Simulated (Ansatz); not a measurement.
CoSi₂:
```xyz
3
Lattice="0.0000 2.6575 2.6575 2.6575 0.0000 2.6575 2.6575 2.6575 0.0000" Properties=species:S:1:pos:R:3 pbc="T T T"
Co     0.0000     0.0000     0.0000
Si     1.3287     1.3287     1.3287
Si     3.9862     3.9862     3.9862
```

Relaxed with r²SCAN. Special points in fractions of this cell's reciprocal vectors: Γ (0.000, 0.000, 0.000); X (0.500, 0.000, 0.500); U (0.625, 0.250, 0.625); K (0.375, 0.375, 0.750); L (0.500, 0.500, 0.500); W (0.500, 0.250, 0.750).

Question: List the band energies nearest the Fermi level at these points for the program Ansatz at the r²SCAN level (PAW).

Answer: In eV from the Fermi level; about four levels below and three above (degenerate sets whole), none deeper than 8.9 eV; points with the same levels are listed once.

| k | below | above |
|---|---|---|
| Γ | -4.35 -4.35 -4.35 -2.09 -2.09 | 1.50 3.58 3.58 3.58 |
| X | -2.08 -2.01 -2.01 -1.45 | 1.94 3.20 8.96 |
| U | -2.32 -1.81 -1.32 -1.06 | 2.31 5.37 6.27 |
| L | -1.73 -1.73 -0.56 -0.56 | 3.24 3.72 3.72 |
| W | -2.41 -2.41 -2.01 -1.58 -0.75 | 4.05 4.05 6.27 |

Space group Fm-3m (fluorite or antifluorite type). The cell was relaxed with r²SCAN under the symmetry of its start. The workflow began spin-polarised and lost its moments.

Potentials: the later of the program's two PAW sets.
